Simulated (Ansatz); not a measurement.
Ansatz (an electronic-structure program) input:

Ansatz 0.2 input:
```yaml
crystal:
  lattice:
    - [0.0, 2.9533131215, 2.9533131215]
    - [2.9533131215, 0.0, 2.9533131215]
    - [2.9533131215, 2.9533131215, 0.0]
  atoms:
    - { symbol: P, position: [0.75, 0.75, 0.75] }
    - { symbol: In, position: [0.0, 0.0, 0.0] }
kpoints:
  mp_grid: { grid: [7, 7, 7] }
  band_path:
    path:
      - [[0.0, 0.0, 0.0], [0.5, 0.0, 0.5], [0.625, 0.25, 0.625]]  # Γ-X-U
      - [[0.375, 0.375, 0.75], [0.0, 0.0, 0.0], [0.5, 0.5, 0.5], [0.5, 0.25, 0.75], [0.5, 0.0, 0.5]]  # K-Γ-L-W-X
      - [VBM, CBM]
    npoints: 12
hamiltonian:
  xc: r2scan
  pseudopotentials: { kind: paw }
magnetization: { noncollinear: true, spin_orbit: true }
scf:
  n_extra_bands: 12
  convergence: { dr2_threshold: 0.0000000001 }
  occupations: { method: gaussian, width: 0.01 }
checkpoint: { write: soc.run }
output: { eigenvalues: true }
```

Output (shortened):

```
Pseudopotential: P, paw_fr, valence charge 5
Pseudopotential: In, paw_fr, valence charge 13
Functional definition: r2SCAN
non-collinear run that drives no moment, with spin-orbit …
Crystal: 2 atoms, lattice volume = 51.518 Å³
Basis set: ecut = 500 eV, 1291 PW (Γ), exchange–correlation on 128×128×128 points (64 copies of the dense FFT grid, shifted against one another)
Bands: 30, of which v1, the nominal top of the filled ones, is band 18 counted from 1 (17 counted from 0)
Symmetry: 24 space group operations + 24 with time reversal
k-points: 20 of 343 (time reversal used)
Projection manifold: j_resolved (fully-relativistic pseudo-atomic orbitals)
SCF iter   1: F=—  HF=-6361.961563 eV  |F-HF|=—  |Δ(HF+E_count)|=         —  Δρ=3.53e-2  dr2=8.04e-1  dr2_τ=4.13e-3  dr2_m=0.00e0 (ungated)  ethr=3.10e-3  |M|=0.00e0 ∫|m|=0.00e0 μB  |m|>n=0.0e0 m-floor=0.0e0 τ_xc=0.0e0  β_m=0.30  ⟨swp⟩=8.7  Hψ=3684  notcnv=0  defer=21
preconditioner: auto → none
SCF iter   2: F=—  HF=-6361.858831 eV  |F-HF|=—  |Δ(HF+E_count)|=   1.03e-1  Δρ=2.27e-2  dr2=2.17e-1  dr2_τ=4.54e-4  dr2_m=0.00e0 (ungated)  ethr=3.10e-3  |M|=0.00e0 ∫|m|=0.00e0 μB  |m|>n=0.0e0 m-floor=0.0e0 τ_xc=0.0e0  β_m=0.45  ⟨swp⟩=2.0  Hψ=938  notcnv=0  defer=108
SCF iter   3: F=—  HF=-6361.871944 eV  |F-HF|=—  |Δ(HF+E_count)|=   1.31e-2  Δρ=7.45e-3  dr2=1.75e-2  dr2_τ=1.12e-4  dr2_m=0.00e0 (ungated)  ethr=1.21e-3  |M|=0.00e0 ∫|m|=0.00e0 μB  |m|>n=0.0e0 m-floor=0.0e0 τ_xc=0.0e0  β_m=0.57  ⟨swp⟩=2.4  Hψ=733  notcnv=0  defer=108
SCF iter   4: F=—  HF=-6361.875913 eV  |F-HF|=—  |Δ(HF+E_count)|=   3.97e-3  Δρ=6.92e-4  dr2=1.94e-4  dr2_τ=2.18e-6  dr2_m=0.00e0 (ungated)  ethr=9.73e-5  |M|=0.00e0 ∫|m|=0.00e0 μB  |m|>n=0.0e0 m-floor=0.0e0 τ_xc=0.0e0  β_m=0.61  ⟨swp⟩=3.1  Hψ=837  notcnv=0  defer=108
SCF iter   5: F=—  HF=-6361.875949 eV  |F-HF|=—  |Δ(HF+E_count)|=   3.59e-5  Δρ=1.45e-4  dr2=3.65e-6  dr2_τ=9.71e-8  dr2_m=0.00e0 (ungated)  ethr=1.08e-6  |M|=0.00e0 ∫|m|=0.00e0 μB  |m|>n=0.0e0 m-floor=0.0e0 τ_xc=0.0e0  β_m=0.79  ⟨swp⟩=2.3  Hψ=865  notcnv=0  defer=108
SCF iter   6: F=—  HF=-6361.875952 eV  |F-HF|=—  |Δ(HF+E_count)|=   3.42e-6  Δρ=1.03e-5  dr2=6.92e-8  dr2_τ=1.52e-9  dr2_m=0.00e0 (ungated)  ethr=2.03e-8  |M|=0.00e0 ∫|m|=0.00e0 μB  |m|>n=0.0e0 m-floor=0.0e0 τ_xc=0.0e0  β_m=0.75  ⟨swp⟩=2.5  Hψ=905  notcnv=0  defer=108
SCF iter   7: F=—  HF=-6361.875955 eV  |F-HF|=—  |Δ(HF+E_count)|=   2.59e-6  Δρ=2.87e-6  dr2=5.46e-9  dr2_τ=6.51e-11  dr2_m=0.00e0 (ungated)  ethr=3.84e-10  |M|=0.00e0 ∫|m|=0.00e0 μB  |m|>n=0.0e0 m-floor=0.0e0 τ_xc=0.0e0  β_m=0.88  ⟨swp⟩=2.0  Hψ=939  notcnv=0  defer=108
SCF iter   8: F=-6361.875955 eV  HF=-6361.875955 eV  |F-HF|=3.27e-11  |Δ(HF+E_count)|=  5.69e-10  Δρ=4.49e-7  dr2=6.94e-11  dr2_τ=6.18e-13  dr2_m=0.00e0 (ungated)  ethr=1.00e-12  |M|=0.00e0 ∫|m|=0.00e0 μB  |m|>n=0.0e0 m-floor=0.0e0 τ_xc=0.0e0  ⟨swp⟩=9.4  Hψ=3294  notcnv=0
SCF 1 converged in 8 iterations: F = -6361.875955 eV  dr2 = 6.94e-11
NSCF: frozen V_eff on 16 k-points
NSCF: frozen V_eff on 16 k-points
NSCF: frozen V_eff on 10 k-points
NSCF: frozen V_eff on 3 k-points
NSCF: frozen V_eff on 2 k-points
NSCF: frozen V_eff on 2 k-points
NSCF: frozen V_eff on 2 k-points
NSCF: frozen V_eff on 2 k-points
NSCF: frozen V_eff on 4 k-points
NSCF: frozen V_eff on 87 k-points
SCF converged after 8 iterations
Magnetization: |M| = 0.0000 μB,  M = (+0.0000, +0.0000, +0.0000) μB
Absolute magnetization: 0.0000 μB (∫|m|)
  site 0: m = (+0.0000, +0.0000, +0.0000) μB, |m| = 0.0000 μB  (R = 1.06 Å)
  site 1: m = (+0.0000, +0.0000, +0.0000) μB, |m| = 0.0000 μB  (R = 1.06 Å)
Free energy (F): -6361.875955 eV
Harris-Foulkes:  -6361.875955 eV  (|F-HF|=3.27e-11)
Internal energy: -6361.875955 eV  (E = F + TS)
E sigma→0 (E₀):  -6361.875955 eV
Fermi energy:    7.055093 eV
--- Per-component energies (eV) ---
  E_band       = -65.900569
  E_kinetic    = 312.730296
  E_local      = -1413.449095  (includes V_loc(G=0)·N_el)
  E_nonlocal   = 401.548241
  E_hartree    = 558.250056
  E_xc         = -258.829214
  E_vxc        = -170.945148  (∫ρ·V_xc dr)
  E_paw        = -4751.731013  (= ΣΔE_a)
  E_vpaw       = -322.504221  (= ΣTr[D̂ρ^β])
  E_aug_tail   = 0.000008  (compensation charges beyond the density's cutoff)
  E_vtau       = 10.218905  (kinetic-family band-sum trace: ∫τ·v_τ [+ j·A + Jᵃ·Aᵃ] dr)
  E_ewald      = -1211.278820
  E_core_change = 0.883587  (= ΣΔE_core)
  E_smearing   =  0.000000  (= −TS)
  E_closure    = 0.000000  (closes the sum)
  Σ components = -6361.875955   (vs F -6361.875955, Δ=0.00e0)
  [band-id]    e_kinetic+e_local+e_nonlocal+2·e_hartree+e_vxc+e_vpaw+e_augmentation_tail+e_vtau = -65.900903   (vs E_band -65.900569, Δ=-3.34e-4)
--- Band table (eV; the first three rows and the last of 20) ---
  k-point 0: bands = ["-8.5798", "-8.5798", "-8.5798", "-8.5798", "-7.7959", "-7.7959", "-7.6899", "-7.6899", "-7.6899", "-7.6899", "-5.3116", "-5.3116", "6.4608", "6.4608", "6.5540", "6.5540", "6.5540", "6.5540", "7.5562", "7.5562", "10.6453", "10.6453", …
  k-point 1: bands = ["-8.5833", "-8.5833", "-8.5816", "-8.5733", "-7.7987", "-7.7987", "-7.6996", "-7.6996", "-7.6872", "-7.6770", "-5.0757", "-5.0757", "4.7459", "4.7459", "6.2522", "6.2522", "6.3216", "6.3334", "8.5468", "8.5468", "11.0136", "11.0136", …
  k-point 2: bands = ["-8.5928", "-8.5928", "-8.5777", "-8.5676", "-7.8021", "-7.8021", "-7.7182", "-7.7182", "-7.6702", "-7.6576", "-4.4396", "-4.4396", "2.5704", "2.5704", "5.8171", "5.8171", "5.9057", "5.9186", "8.5658", "8.5658", "11.5849", "11.5849", …
  k-point 19: bands = ["-8.6668", "-8.5976", "-8.5411", "-8.5236", "-7.8982", "-7.7425", "-7.7105", "-7.6897", "-7.6599", "-7.6515", "-2.9335", "-2.9334", "0.9413", "0.9525", "3.2264", "3.3149", "4.1332", "4.2102", "10.2197", "10.2589", "11.5271", "11.5413", …
```

Cost: roughly 70 core-seconds on shared cores.

Space group F-43m (zinc blende). The r²SCAN relaxation kept the symmetry of its start.

Potentials: the later of the program's two PAW sets.

Ansatz is a plane-wave DFT program.
